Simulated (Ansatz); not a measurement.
# Sb: strain and displacement

```xyz
2
Lattice="2.1506 1.2416 3.7440 -2.1506 1.2416 3.7440 0.0000 -2.4833 3.7440" Properties=species:S:1:pos:R:3 pbc="T T T"
Sb    0.0000    0.0000    2.6242
Sb    0.0000    0.0000    8.6078
```

Atom numbers follow the list: Sb1, Sb2.

The structure is an experimental refinement, used without relaxation.

No spin–orbit coupling, which matters for the heavy atoms here.

Computed with DFT, LDA, PAW with Ansatz's default frozen-core files, scalar-relativistic in Ansatz 0.2.0.

The runs use a Γ-centred 12×12×12 k mesh, Fermi–Dirac smearing of 0.03 eV, cutoff 420 eV, no spin polarisation; the PAW files were made with PBE, and the program remakes their frozen cores for this functional.

The unchanged cell is at -0.84 GPa.

In a metal, stresses and small energies carry noise from the k mesh.

x, y and z are the Cartesian axes of the cell as listed; fractional coordinates follow a strain, and an engineering shear is twice the off-diagonal strain component.

Problem. With this change (equal xy, yz and zx engineering shear strains of -2 %), what becomes of the energy and stress and forces?

Solution. Energy change +3.8 meV/atom; stress change (xx, yy, zz, yz, xz, xy) -0.55, 0.61, 0.05, 1.20, 0.63, 0.20 GPa, compression positive; change of the force on Sb1 (0.066, 0.092, 0.002) eV/Å.

Problem. With this change (equal xy, yz and zx engineering shear strains of -1 %), what becomes of the energy and stress and forces?

Solution. Energy change +0.9 meV/atom; stress change (xx, yy, zz, yz, xz, xy) -0.28, 0.30, 0.01, 0.60, 0.31, 0.11 GPa, compression positive; change of the force on Sb1 (0.033, 0.046, 0.000) eV/Å.

With equal xy, yz and zx engineering shear strains of +1 %: energy change +0.9 meV/atom; stress change (xx, yy, zz, yz, xz, xy) 0.28, -0.27, 0.01, -0.59, -0.31, -0.12 GPa, compression positive; change of the force on Sb1 (-0.032, -0.047, 0.000) eV/Å.

With equal xy, yz and zx engineering shear strains of +2 %: energy change +3.7 meV/atom; stress change (xx, yy, zz, yz, xz, xy) 0.56, -0.51, 0.05, -1.16, -0.62, -0.22 GPa, compression positive; change of the force on Sb1 (-0.059, -0.092, 0.003) eV/Å.
